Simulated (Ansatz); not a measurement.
GaIr:
```
GaIr
1.0
    3.01948     0.00000     0.00000
    0.00000     3.01948     0.00000
    0.00000     0.00000     3.01948
Ga Ir
1 1
Direct
  0.00000   0.00000   0.00000
  0.50000   0.50000   0.50000
```

Relaxed with PBEsol. Special points in fractions of this cell's reciprocal vectors: Γ (0.000, 0.000, 0.000); X (0.000, 0.500, 0.000); M (0.500, 0.500, 0.000); R (0.500, 0.500, 0.500).

Problem. List the band energies nearest the Fermi level at these points for plane-wave PAW PBEsol with spin–orbit coupling (Ansatz code).

Solution. In eV from the Fermi level; about four levels below and three above (degenerate sets whole), none deeper than 8.9 eV; points with the same levels are listed once.

```json
[
 {"k": "Γ", "below": "-1.75 -1.75 -1.75 -1.75 -1.00 -1.00", "above": "2.89 2.89 4.00 4.00 4.00 4.00"},
 {"k": "X", "below": "-3.50 -3.50 -1.41 -1.41", "above": "0.22 0.22 8.46 8.46"},
 {"k": "M", "below": "-2.57 -2.57 -0.27 -0.27", "above": "2.77 2.77 3.49 3.49"},
 {"k": "R", "below": "-0.19 -0.19 -0.19 -0.19", "above": "2.00 2.00 3.92 3.92 3.92 3.92"}
]
```

Space group Pm-3m (CsCl type). The workflow started from a Materials Project entry (that database holds measured and hypothetical structures alike); the Crystallography Open Database files this formula in space group No. 221, but the cells were not matched. Whether it is the stable phase at ambient conditions was not checked. The PBEsol relaxation kept the symmetry of its start; of distortions, only those at the zone centre were tested. The run is not spin-polarised.

Potentials: the later of the program's two PAW sets.
